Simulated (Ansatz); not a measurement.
InPt₃ (Cu3Au type, space group No. 221), plane-wave PAW PBE (Ansatz code), all energies at zero smearing, with the estimated change up to a 700 eV cutoff added, with one set of potentials and settings (totals compare only within such a set). Cell of 4 atoms (3 Pt, 1 In): -43168.317 eV.

```
element              reference phase  E (eV/atom)
-------  ---------------------------  -----------
Pt        Fm-3m, 1 atoms in the cell  -12523.0127
In       I4/mmm, 1 atoms in the cell   -5597.8481
```

Formation energy per atom, worked out: (-43168.317 − 3×(-12523.0127) − 1×(-5597.8481))/4 = -0.358 eV/atom (-35 kJ per mol of atoms), at 0 K, without zero-point energy or fitted corrections.

Space group Pm-3m (Cu3Au type). The workflow started from an entry of the Crystallography Open Database (COD). Whether it is the stable phase at ambient conditions was not checked. Symmetry was held in the PBE relaxation; its stability against distortions is not shown here. The run is not spin-polarised. The references are the lowest solids computed at this level, not always the standard phases. Spin–orbit coupling is left out wherever it is not named.

Potentials: the later of the program's two PAW sets.
